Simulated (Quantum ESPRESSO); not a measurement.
```
LaAlO3
1.0
    3.78295     0.00000     0.00000
    0.00000     3.78295     0.00000
    0.00000     0.00000     3.78295
O Al La
3 1 1
Cartesian
  0.00000   1.89148   0.00000
  1.89148   0.00000   0.00000
  0.00000   0.00000   1.89148
  0.00000   0.00000   0.00000
  1.89148   1.89148   1.89148
```

The geometry is that of Materials Project entry mp-5304, symmetrised and not relaxed again.

Task: What does norm-conserving PBEsol (Quantum ESPRESSO, 110 Ry, scalar-relativistic) give for the electronic structure near the Fermi level?

Result: The PBEsol gap is indirect, 3.44 eV, from R to Γ; the smallest direct gap is 3.55 eV. The 4f states are in the valence at their DFT position. The cell is held in this high symmetry; tilts and polar distortions were not searched.

This is not the ordinary phase of the substance.
